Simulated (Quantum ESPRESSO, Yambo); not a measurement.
BeTe (zinc blende, space group F-43m, No. 216): static response along x against the Γ-centred k mesh (Yambo on LDA (pw.x of Quantum ESPRESSO, ONCV potentials, no spin-orbit coupling) bands; 33 bands, 4 Ry block). The smallest direct LDA gap is 3.59 eV.

| k mesh | ε(0), independent particles | ε(0), RPA with local fields | rough Yambo cost |
|---|---|---|---|
| 4×4×4 | 10.6 | 9.30 | about 1/6 |
| 6×6×6 | 8.64 | 7.53 | about 1/4 |
| 10×10×10 | 8.09 | 7.02 | within a factor of two |
| 12×12×12 | 8.06 | 6.99 | 1 |

The last step changes the RPA value by 0.3 %. Electronic response only; costs are rough.

Geometry relaxed with LDA; primitive cell a = 3.928 Å, b = 3.928 Å, c = 3.928 Å, α = 60.00°, β = 60.00°, γ = 60.00°.
